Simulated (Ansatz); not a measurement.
# NaCd2InF6: input and output

input.yaml (Ansatz 0.2.0)

```yaml
crystal:
  lattice:
    - [0.0, 4.059381, 4.059381]
    - [4.059381, 0.0, 4.059381]
    - [4.059381, 4.059381, 0.0]
  atoms:
    - { symbol: Cd, position: [0.25, 0.25, 0.25] }
    - { symbol: Cd, position: [0.75, 0.75, 0.75] }
    - { symbol: In, position: [0.0, 0.0, 0.0] }
    - { symbol: Na, position: [0.5, 0.5, 0.5] }
    - { symbol: F, position: [0.771, 0.229, 0.229] }
    - { symbol: F, position: [0.229, 0.771, 0.229] }
    - { symbol: F, position: [0.229, 0.771, 0.771] }
    - { symbol: F, position: [0.771, 0.229, 0.771] }
    - { symbol: F, position: [0.229, 0.229, 0.771] }
    - { symbol: F, position: [0.771, 0.771, 0.229] }
  symmetry: { tolerance: 0.0003 }
kpoints:
  mp_grid: { grid: [7, 7, 7], shift: [0, 0, 0] }
  band_path:
    path:
      - [0.0, 0.0, 0.0]
      - [0.5, 0.0, 0.5]
      - [0.625, 0.25, 0.625]
      - [0.375, 0.375, 0.75]
      - [0.0, 0.0, 0.0]
      - [0.5, 0.5, 0.5]
      - [0.5, 0.25, 0.75]
      - [0.5, 0.0, 0.5]
    npoints: 8
magnetization:
  spin_polarized: false
scf:
  occupations: { method: fermi_dirac }
  lower_state_search: "off"
  max_iter: 200
hamiltonian:
  pseudopotentials: { kind: paw }
  xc: r2scan
basis:
  ecutwfc: 500
  fft_grid_basis: typed
output:
  forces: true
  stress: true
  eigenvalues: true
  bader: true
  populations: true
  elf: true
  write_potential: true
  volumetric_format: npy
  dos:
    e_range: [-12, 8]
    de: 0.05
    projected: { site_lists: { Cd: [Cd], F: [F], In: [In], Na: [Na] } }
checkpoint:
  read: saved_state
```

The saved state is an earlier solution for the same cell, perhaps on another mesh. 

Parts of the output:

```
Pseudopotentials: kind: paw
Pseudopotential: Cd, paw, valence charge 20, recommended cutoff 500 eV (meta_gga), Cd.paw.azcp
Pseudopotential: In, paw, valence charge 13, recommended cutoff 500 eV (meta_gga), In.paw.azcp
Pseudopotential: Na, paw, valence charge 9, recommended cutoff 500 eV (meta_gga), Na.paw.azcp
Pseudopotential: F, paw, valence charge 7, recommended cutoff 500 eV (meta_gga), F.paw.azcp
Functional definition: r2SCAN
  exchange = r2scan_x(k0 = k0, k1 = k1, a1 = a1)
  correlation = r2scan_c
Crystal: 10 atoms, lattice volume = 133.786 Å³
Basis set: ecut = 500 eV, 3479 PW (Γ), exchange–correlation on 180×180×180 points (64 copies of the dense FFT grid, shifted against one another)
Bands: 63, of which v1, the nominal top of the filled ones, is band 52 counted from 1 (51 counted from 0)
Symmetry: 48 space group operations
Space group: Fm-3m (ITA 225), of the structure as read, at distance tolerance 1.5e-3 Å
k-points: 20 of 343
Initial density: read from a saved state, or passed on in memory by an earlier SCF of this step, an earlier step, the calling program or the single point that the run made first
Functional: x = r2scan, c = r2scan; τ floored in thin density (d = 2e-4 eV/Å³)
SCF iter   1: F=-28496.7131 eV  Δρ=1.23e-3  dr2=4.62e-4  dr2_τ=4.88e-4
SCF iter   2: F=-28496.7133 eV  Δρ=3.92e-4  dr2=1.19e-4  dr2_τ=6.41e-6
SCF iter   3: F=-28496.7133 eV  Δρ=1.79e-4  dr2=4.31e-5  dr2_τ=1.93e-6
SCF iter   4: F=-28496.7134 eV  Δρ=8.67e-5  dr2=9.53e-6  dr2_τ=6.87e-7
SCF iter   5: F=-28496.7134 eV  Δρ=2.24e-5  dr2=6.32e-7  dr2_τ=5.87e-8
SCF iter   6: F=-28496.7134 eV  Δρ=3.91e-6  dr2=1.51e-8  dr2_τ=2.20e-9
Free energy (F): -28496.7134 eV
Harris-Foulkes:  -28496.7134 eV  (|F-HF|=1.75e-9)
Internal energy: -28496.5991 eV  (E = F + TS)
E sigma→0 (E₀):  -28496.6563 eV
Entropy (-TS):   -0.1143 eV (-11.429 meV/atom)
Fermi energy:    9.0948 eV
--- Per-component energies (eV) ---
  E_band       = -1365.9410
  E_kinetic    = 2651.3816
  E_local      = -11891.4905  (includes V_loc(G=0)·N_el)
  E_nonlocal   = 1005.4234
  E_hartree    = 5026.4566
  E_xc         = -1051.3893
  E_vxc        = -1351.7920  (∫ρ·V_xc dr)
  E_paw        = -13899.5593  (= ΣΔE_a)
  E_vpaw       = -1929.5268  (= ΣTr[D̂ρ^β])
  E_aug_tail   = 0.0060  (compensation charges beyond the density's cutoff)
  E_vtau       = 97.1521  (kinetic-family band-sum trace: ∫τ·v_τ [+ j·A + Jᵃ·Aᵃ] dr)
  E_ewald      = -10337.0490
  E_core_change = -0.3786  (= ΣΔE_core)
  E_smearing   = -0.1143  (= −TS)
--- Forces (eV/Å), atoms counted from 1 ---
  atom   1  Cd     0.0000     0.0000     0.0000
  atom   2  Cd     0.0000     0.0000     0.0000
  atom   3  In     0.0000     0.0000     0.0000
  atom   4  Na     0.0000     0.0000     0.0000
  atom   5  F      5.7144     0.0000     0.0000
  atom   6  F      0.0000     5.7144     0.0000
  atom   7  F     -5.7144     0.0000     0.0000
  atom   8  F      0.0000    -5.7144     0.0000
  atom   9  F      0.0000     0.0000     5.7144
  atom  10  F      0.0000     0.0000    -5.7144
--- Stress (GPa, compression-positive) ---
       26.7372       0.0000       0.0000
        0.0000      26.7372       0.0000
        0.0000       0.0000      26.7372
  P = ⅓ Tr σ = 26.7372 GPa (267.372 kbar)
--- Löwdin populations: 10 sites ---
  site symbol       q [e]
     0     Cd     18.9589
     1     Cd     18.9589
     2     In     11.6822
     3     Na      8.3169
     4      F      7.6246
     5      F      7.6246
     6      F      7.6246
     7      F      7.6246
     8      F      7.6246
     9      F      7.6246
  spilling = 0.0032 (of n_electrons = 104.0000)
--- Bader charges: 10 sites ---
  site symbol  charge [e]  shift [e]
     0     Cd      0.9211     0.0000
     1     Cd      0.9211     0.0000
     2     In      2.2445     0.0174
     3     Na      0.8934     0.0005
     4      F     -0.8300     0.0028
     5      F     -0.8300     0.0028
     6      F     -0.8300     0.0028
     7      F     -0.8300     0.0028
     8      F     -0.8300     0.0028
     9      F     -0.8300     0.0028
```

Origin: a known structure type with other elements, at an estimated volume, so it need not be a known compound. Caveats: many states at the Fermi level without spin polarisation, so a magnetic state may lie lower; atoms or cell far from equilibrium.
